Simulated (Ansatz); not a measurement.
**Magnetic orders of MoS**

The calculation used DFT r2SCAN+U, scalar-relativistic, plane waves, PAW (Ansatz 0.2.0).

```
Mo S
1.0
     3.81187    0.00000    0.00000
    -1.90593    3.30118    0.00000
     0.00000    0.00000    6.64291
Mo S
2 2
Direct
  0.00000 0.00000 0.00000
  0.00000 0.00000 0.50000
  0.33333 0.66667 0.25000
  0.66667 0.33333 0.75000
```

| Property | Result |
| --- | --- |
| plane-wave cutoff | 500 eV |
| Γ-centred k-mesh | 12×12×6 |
| occupation rule | Gaussian smearing, 0.1 eV |
| U_eff on Löwdin-orthogonalised atomic d orbitals | Mo 4.38 eV |
| list of starting moments (μB, in atom order) | 2 2 0 0 |
| check for lower electronic states after the SCF | asked for but not made |

All runs keep this geometry, which stands near equilibrium for the lowest state (largest force there 0.000 eV/Å, pressure 0.0 GPa; forces reach 0.30 eV/Å in another state) and needn't be a stable compound; relaxing each order would shift the differences by some 75 meV/atom, going by the pressures and a bulk modulus of about 150 GPa. Signs run over the atoms with starting moments. A propagation vector, in units of the reciprocal vectors, doubles the cell, which takes an equally dense mesh. The large starts are 3.5 3.5 0 0 μB. The small starts are 0.5 0.5 0 0 μB. r2SCAN tends to overstate moments in metals. Site moments are spin moments in atom-centred spheres that scale with the neighbour distance. The states are those that the runs reached from these starts; a lower one can exist.

Task: Starts tried: no spin; ferromagnetic; large parallel starting moments; antiferromagnetic in the cell, signs +-; antiferromagnetic, doubled cell, propagation vector (0, 0, 1/2); small parallel starting moments. Which state comes out lowest, and what are the moments?

Result: The lowest state is ferromagnetic, reached from the start “ferromagnetic” and the start “large parallel starting moments” and the start “small parallel starting moments”, with site moments (μB) Mo +3.30 (×2), S -0.17 (×2).

```csv
start,ends,energy above lowest (meV/atom),site moments (μB),gap on mesh (eV),P (GPa)
no spin,non-magnetic,1007,none over 0.05,metal,-13.1
ferromagnetic,ferromagnetic,0.00,"Mo +3.30 (×2), S -0.17 (×2)",metal,0.0
large parallel starting moments,ferromagnetic,0.00,"Mo +3.30 (×2), S -0.17 (×2)",metal,0.0
"antiferromagnetic in the cell, signs +-",antiferromagnetic,177,"Mo +3.13, Mo -3.13",metal,-3.9
"antiferromagnetic, doubled cell, propagation vector (0, 0, 1/2)",antiferromagnetic,55.2,"Mo +3.23 (×2), S -0.23, Mo -3.23 (×2), S +0.23",metal,-1.7
small parallel starting moments,ferromagnetic,0.00,"Mo +3.30 (×2), S -0.17 (×2)",metal,0.0
```

1 further run of this set didn't finish or converge.

Cost: 6 runs of about 37 core-minutes in all, on Intel Xeon Processor @ 2.50GHz (Skylake/Cascade Lake) (shared hosts).